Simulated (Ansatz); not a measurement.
Theory: Ansatz, DFT, BLYP, plane waves (420 eV) with PAW, scalar-relativistic. The PAW files were generated under PBE, with cores re-solved for the functional.

An element in the simple cubic structure gives this curve. The cell is scaled uniformly from the relaxed one, with fractional coordinates and shape fixed. Energies are extrapolated to zero smearing, pressures are those at the given smearing. Magnetic state: spin not included.

```csv
V (Å³/atom),E − E₀ (meV/atom),P (GPa)
29.207,39.1,3.65
30.535,16.0,2.14
31.862,3.9,0.98
33.190,0.0,0.10
34.518,2.7,-0.60
35.845,10.4,-1.13
37.173,22.0,-1.56
```

(1) Which element is it?
A. tellurium
B. bismuth
C. cadmium
D. indium

## Answers

(1) D. Its fit is V₀ = 33.25 Å³/atom, B₀ = 19.3 GPa, B₀′ = 5.4.
